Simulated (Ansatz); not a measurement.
Na: frozen-core PAW against all-electron methods

```xyz
1
Lattice="-2.1175 2.1175 2.1175 2.1175 -2.1175 2.1175 2.1175 2.1175 -2.1175" Properties=species:S:1:pos:R:3 pbc="T T T"
Na    0.0000    0.0000    0.0000
```

Structure: COD 9011002, as refined from experiment and not relaxed.

All numbers are computed: DFT, PBEsol, PAW with Ansatz's default frozen-core files, scalar-relativistic (Ansatz 0.2.0); DFT, PBEsol, all-electron LAPW, scalar-relativistic (Ansatz 0.2.0).

For PAW: a Γ-centred 11×11×11 k mesh, Fermi–Dirac smearing of 0.03 eV, cutoff 420 eV, no spin polarisation; the PAW files were made with PBE, and the program remakes their frozen cores for this functional. LAPW targets a basis error of 0.5 meV/atom. The Ansatz runs share mesh, smearing and spin set-up. Plane-wave (PAW) pressures include the program's estimate of the Pulay term.

Stress and pressure are positive in compression.

Levels count from the Fermi level.

PAW results:

```tsv
quantity	PAW
pressure (GPa)	-0.34
highest filled level at P (eV)	-24.835
lowest empty level at P (eV)	2.663
highest filled level at H (eV)	-24.843
lowest empty level at H (eV)	4.463
highest filled level at Γ (eV)	-3.230
lowest empty level at Γ (eV)	11.550
```

What does LAPW (all electrons) give for the same quantities?


```json
{"quantity": "pressure (GPa)", "LAPW": "-0.34"}
{"quantity": "highest filled level at P (eV)", "LAPW": "-24.864"}
{"quantity": "lowest empty level at P (eV)", "LAPW": "2.663"}
{"quantity": "highest filled level at H (eV)", "LAPW": "-24.872"}
{"quantity": "lowest empty level at H (eV)", "LAPW": "4.463"}
{"quantity": "highest filled level at Γ (eV)", "LAPW": "-3.230"}
{"quantity": "lowest empty level at Γ (eV)", "LAPW": "11.550"}
```
